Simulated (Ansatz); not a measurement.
The following input was run with Ansatz 0.2.0.

```yaml
crystal:
  lattice:
    - [2.797872888, 0.0, 0.0]
    - [0.0, 2.797872888, 0.0]
    - [0.0, 0.0, 4.3683276466]
  atoms:
    - { symbol: Ti, position: [0.0, 1.0, 0.0] }
    - { symbol: Al, position: [0.5, 0.5, 0.5] }
    - { symbol: H, position: [0.5, 0.5, 0.0] }
basis:
  ecutwfc: 420
kpoints:
  mp_grid: { grid: [12, 12, 8] }
hamiltonian:
  xc: pbe
scf:
  occupations: { method: gaussian, width: 0.1 }
output:
  forces: true
  stress: true
  eigenvalues: true
relax:
  adjacent_minimum: "off"
  f_tol: 0.025
  max_steps: 70
  cell: { stress_tol: 0.12 }
```

Run as
```bash
ansatz run input.yaml --threads 2 --pin off --max-ram 5120MiB --backend cpu --events-out ev --progress --plain --runs-dir out
```

The calculation used DFT PBE, scalar-relativistic, plane waves, PAW (Ansatz).

Part of what the program printed, abridged (final results; tables in files aren't shown):

```
SCF 3 converged in 8 iterations: F = -3053.820156 eV  dr2 = 5.97e-16
SCF converged after 8 iterations
Free energy (F): -3053.820156 eV
Harris-Foulkes:  -3053.820156 eV  (|F-HF|=0.00e0)
Internal energy: -3053.814779 eV  (E = F + TS)
E sigma→0 (E₀):  -3053.817467 eV
Entropy (-TS):   -0.005377 eV (-1.792 meV/atom)
Fermi energy:    11.320908 eV
--- Per-component energies (eV) ---
  E_band       = -162.599093
  E_kinetic    = 312.525114
  E_local      = -1148.747531  (includes V_loc(G=0)·N_el)
  E_nonlocal   = 20.296112
  E_hartree    = 497.150481
  E_xc         = -147.682936
  E_vxc        = -164.615951  (∫ρ·V_xc dr)
  E_paw        = -1516.236689  (= ΣΔE_a)
  E_vpaw       = -176.356777  (= ΣTr[D̂ρ^β])
  E_aug_tail   = -0.001022  (compensation charges beyond the density's cutoff)
  E_ewald      = -1071.118308
  E_smearing   = -0.005377  (= −TS)
--- Forces (eV/Å), atoms counted from 1 ---
  atom   1  Ti     0.00000000     0.00000000     0.00000000
  atom   2  Al     0.00000000     0.00000000     0.00000000
  atom   3  H      0.00000000     0.00000000     0.00000000
--- Stress (GPa, compression-positive) ---
        0.036763       0.000000       0.000000
        0.000000       0.036763       0.000000
        0.000000       0.000000      -0.105149
  P = ⅓ Tr σ = -0.0105 GPa (-0.105 kbar)
--- Band table (eV; the first three rows and the last of 140) ---
  k-point 0: bands = ["-45.5239", "-21.9104", "-21.5088", "-21.5088", "0.6570", "5.8045", "9.2530", "9.9850", "13.2257", "13.2257", "14.2223", "15.2100"]
  k-point 1: bands = ["-45.5239", "-21.9116", "-21.5088", "-21.5088", "0.7782", "5.4126", "9.5270", "9.9991", "13.1891", "13.1891", "14.2232", "15.4536"]
  k-point 2: bands = ["-45.5238", "-21.9146", "-21.5087", "-21.5087", "1.1320", "4.5514", "10.0338", "10.0397", "13.1045", "13.1045", "14.2255", "16.1518"]
  k-point 139: bands = ["-45.3922", "-21.9633", "-21.9633", "-21.7922", "3.9245", "8.8981", "8.8981", "12.0230", "13.0153", "13.6401", "14.4178", "14.4178"]
--- Relaxed structure (2 steps of the walk, 2 accepted, 1 SCFs on fresh bases) ---
  F+E_penalty+E_count = -3053.82015569 eV   max|allowed force component| = 1.808e-31 eV/Å   (the final SCF, on the basis selected at the relaxed cell)
  cell:  # Å, volume = 34.1855 Å³
    - [2.80330078, 0.0, 0.0]
    - [0.0, 2.80330078, 0.0]
    - [0.0, 0.0, 4.35013259]
  atoms:
    - { symbol: Ti, position: [0.0, 1.0, 0.0] }
    - { symbol: Al, position: [0.5, 0.5, 0.49999999] }
    - { symbol: H, position: [0.5, 0.5, 0.0] }
```

The relaxation met its thresholds.

Time: 4.7 s on 2 threads of Arm Neoverse V2 (shared host), peak memory 0.36 GiB.